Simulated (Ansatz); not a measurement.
Si (diamond, Fd-3m), a = b = c = 5.470 Å, α = β = γ = 90.00°; the cell used has 2 atoms.

This is the PBE-relaxed structure.

### Question
All from DFT-PBE in the program Ansatz with PAW potentials, unless another level is named. Estimate the band gap.

### Answer
0.61 eV (indirect).

### Question
Next, the smallest direct gap on the standard path?

### Answer
2.55 eV.

### Question
Give the valence-band maximum.

### Answer
at Γ.

### Question
Predict the conduction-band minimum.

### Answer
on the Γ–X line, 84 % of the way from Γ (6 equivalent valleys).

The cell was relaxed with PBE under the symmetry of its start.

Potentials: the later of the program's two PAW sets.
